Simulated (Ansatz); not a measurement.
ZnCu2SnS4 (kesterite type, space group I-4)

```cif
data_Cu2S4SnZn
_chemical_formula_sum 'Cu2 Zn1 Sn1 S4'
_space_group_name_H-M_alt 'P 1'
_space_group_IT_number 1
_cell_length_a 6.69675
_cell_length_b 6.69675
_cell_length_c 6.69675
_cell_angle_alpha 131.805
_cell_angle_beta 131.805
_cell_angle_gamma 70.538
loop_
_space_group_symop_operation_xyz
  'x, y, z'
loop_
_atom_site_label
_atom_site_type_symbol
_atom_site_fract_x
_atom_site_fract_y
_atom_site_fract_z
_atom_site_occupancy
Cu1 Cu 0.00000 0.00000 0.00000 1
Cu2 Cu 0.75000 0.25000 0.50000 1
Zn1 Zn 0.25000 0.75000 0.50000 1
Sn1 Sn 0.50000 0.50000 0.00000 1
S1 S 0.63691 0.62896 0.52468 1
S2 S 0.10428 0.11223 0.47532 1
S3 S 0.37104 0.89572 0.00795 1
S4 S 0.88777 0.36309 0.99205 1
```

E(V) scan at fixed shape, V₀ the volume above. The atoms relax within the cell's symmetry.

All values below come from PBE (plane waves to 420 eV, PAW, scalar-relativistic; Ansatz, a program for electronic structure). k mesh 9×9×9 (Γ-centred), Fermi-Dirac smearing 0.05 eV. E stands for the smeared free energy. At this level the bands of ZnCu2SnS4 touch or barely overlap; measurements give the solid a gap. The PAW data are Ansatz's earlier set. ZnCu2SnS4 is run without spin polarisation. ZnCu2SnS4 was relaxed with its symmetry unable to fall. The zero of ΔE is the relaxed starting cell.

Problem. Estimate the ΔE (meV/atom) for V/V₀ = 0.940, 0.950, 0.960, 0.990, 1.010, 1.020, 1.050, 1.060.

Solution. 
```csv
V/V₀,ΔE (meV/atom)
0.940,18
0.950,12
0.960,8
0.990,0
1.010,0
1.020,2
1.050,10
1.060,14
```

(A scan under strain: stresses follow from slopes of the energy per volume, elastic moduli from its curvatures.)
